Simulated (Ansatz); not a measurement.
InSb:
```xyz
2
Lattice="0.0000 3.0442 3.0442 3.0442 0.0000 3.0442 3.0442 3.0442 0.0000" Properties=species:S:1:pos:R:3 pbc="T T T"
In     0.0000     0.0000     0.0000
Sb     3.0442     3.0442     3.0442
```

Relaxed with r²SCAN. Special points in fractions of this cell's reciprocal vectors: Γ (0.000, 0.000, 0.000); X (0.500, 0.000, 0.500); U (0.625, 0.250, 0.625); K (0.375, 0.375, 0.750); L (0.500, 0.500, 0.500); W (0.500, 0.250, 0.750).

List the band energies nearest the Fermi level at these points for the program Ansatz at the r²SCAN with spin–orbit coupling level (PAW).

In eV from the Fermi level; about four levels below and three above (degenerate sets whole), none deeper than 8.9 eV; points with the same levels are listed once.

| k | below | above |
|---|---|---|
| Γ | -0.60 -0.60 | 0.14 0.14 0.17 0.17 0.17 0.17 |
| X | -2.48 -2.48 -2.08 -2.08 | 3.60 3.60 8.63 8.63 |
| U | -1.65 -1.65 -0.28 -0.28 | 5.47 5.47 6.32 6.32 |
| L | -6.70 -6.70 | 0.10 0.10 0.57 0.57 |
| W | -3.79 -3.79 -3.66 -3.66 | 2.16 2.16 3.70 3.70 |

Space group Fm-3m (rock salt). The workflow started from a Materials Project entry (that database holds measured and hypothetical structures alike); the Crystallography Open Database copy checked does not list it. It is not the phase usual at ambient conditions (space group No. 216). The cell was relaxed with r²SCAN under the symmetry of its start; its stability against distortions is not shown here.

Potentials: the later of the program's two PAW sets.
